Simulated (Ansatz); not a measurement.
**AlAg, a database entry at a rescaled volume**

```yaml
crystal:
  lattice:
    - [2.99218, 0.00000, 0.00000]
    - [-1.49609, 2.59130, 0.00000]
    - [-1.49609, 0.86377, 9.01170]
  atoms:
    - { symbol: Al, position: [0.37457, 0.62543, 0.12371] }
    - { symbol: Al, position: [0.62543, 0.37457, 0.87629] }
    - { symbol: Ag, position: [0.87820, 0.12180, 0.63460] }
    - { symbol: Ag, position: [0.12180, 0.87820, 0.36540] }
```

The numbers come from plane-wave PAW DFT (Ansatz): PBEsol, no spin polarisation, 420 eV, 10×10×10 Γ-centred k points, fermi-dirac occupations (width 0.0122 eV). Nothing was relaxed.

(1) How is the charge shared?

(2) Is there a gap?

(3) Which atom feels the largest force, and which way?

(4) What does the stress say?

Origin: a database entry at a rescaled volume.

Answers

(1) Bader charges in e: Al +0.39, Ag -0.39. In the mean Al gives up most and Ag takes most.

(2) It is a metal, with about 0.85 states/eV a cell as the mean within 0.25 eV of the Fermi level, mostly Al p (49 %), Al s (15 %) and Ag s (14 %).

(3) The largest is on Al1 (and as large on other atoms): 0.32 eV/Å, components (0.00, 0.00, 0.32). It makes 38° with the line to a nearest neighbour, Ag4 at 2.78 Å, pointing towards it.

(4) The pressure is -6.0 GPa (compression positive), so with the atoms held at these fractions the cell would first shrink.
